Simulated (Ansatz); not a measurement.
A geometry of MgTe2 away from equilibrium: step 2 of the relaxation of a generated trial cell of MgTe2 in the AFLOW prototype AB2_oP6_58_a_g (as in Fe2C). All values below come from r2SCAN (plane waves to 500 eV, PAW, scalar-relativistic; Ansatz, a program for electronic structure). Γ-centred k-mesh 4×4×6 on the run's cell (coarser than for final values), Fermi–Dirac smearing 0.05 eV. The plane waves were selected for a different cell earlier on the path.

```
CELL_PARAMETERS angstrom
      6.19299     0.00000     0.00000
      0.00000     6.98797     0.00000
      0.00000     0.00000     4.20995
ATOMIC_POSITIONS crystal
  Te 0.77555 0.35021 0.00000
  Te 0.72445 0.85021 0.50000
  Te 0.27555 0.14979 0.50000
  Te 0.22445 0.64979 0.00000
  Mg 0.00000 0.00000 0.00000
  Mg 0.50000 0.50000 0.50000
```

Question: What forces act on the atoms (eV/Å)?

Answer: 
```
atom     Fx     Fy    Fz
----  -----  -----  ----
Te1    0.96   0.74  0.00
Te2   -0.96   0.74  0.00
Te3    0.96  -0.74  0.00
Te4   -0.96  -0.74  0.00
Mg5    0.00   0.00  0.00
Mg6    0.00   0.00  0.00
```

The path ends in Pnnm (No. 58) (AFLOW prototype AB2_oP6_58_a_g (C18, as in FeS2)). The relaxed cell holds bonded Te–Te pairs (2.77 Å). No spin polarisation in the result.

The run could not lose the symmetry of its start, so the end can be a saddle point.

The end of the path is a generated cell of MgTe2: the first start was made by placing the elements on the sites of a structure type, and the end was not matched to a known phase here, so it may be hypothetical.
